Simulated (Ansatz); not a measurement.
WS$_{2}$ (2H-MoS2 type, space group P6_3/mmc)

```xyz
6
Lattice="3.1543 0.0000 0.0000 -1.5771 2.7317 0.0000 0.0000 0.0000 12.1409" Properties=species:S:1:pos:R:3 pbc="T T T"
W      0.0000     1.8211     3.0352
W      1.5771     0.9106     9.1056
S      0.0000     1.8211     7.5310
S      1.5771     0.9106     1.4605
S      1.5771     0.9106     4.6099
S      0.0000     1.8211    10.6803
```

E(V) scan at fixed shape, V₀ the volume above. The atoms relax within the cell's symmetry.

Method: PBE-D3(BJ) (plane waves to 420 eV, PAW, scalar-relativistic; Ansatz, a program for electronic structure). k mesh 12×12×3 (Γ-centred), Fermi-Dirac smearing 0.05 eV. The energy includes the smearing's −TS. Stress and pressure are positive under compression. Spin-orbit coupling is left out, though W is heavy. The PAW data are Ansatz's earlier set. WS2 is run without spin polarisation. WS2 was relaxed with its symmetry unable to fall. ΔE is measured from the relaxed starting cell.

| V (Å³/cell) | P (GPa) | ΔE (kJ/mol of atoms) |
|---|---|---|
| 98.34 | 5.68 | 1.68 |
| 99.59 | 4.39 | … |
| 100.85 | 3.18 | 0.58 |
| 102.10 | 2.05 | 0.25 |
| 103.36 | … | 0.06 |
| 104.61 | 0.00 | 0.00 |
| 105.87 | -0.93 | 0.06 |
| 107.12 | -1.79 | 0.23 |
| 108.38 | -2.59 | 0.51 |
| 109.63 | -3.40 | 0.89 |
| 110.89 | -4.13 | … |

Task: Some entries are withheld; supply them.

Result: 
- 99.59, ΔE (kJ/mol of atoms): 1.05
- 103.36, P (GPa): 0.99
- 110.89, ΔE (kJ/mol of atoms): 1.37

(A scan under strain: stresses follow from slopes of the energy per volume, elastic moduli from its curvatures.)
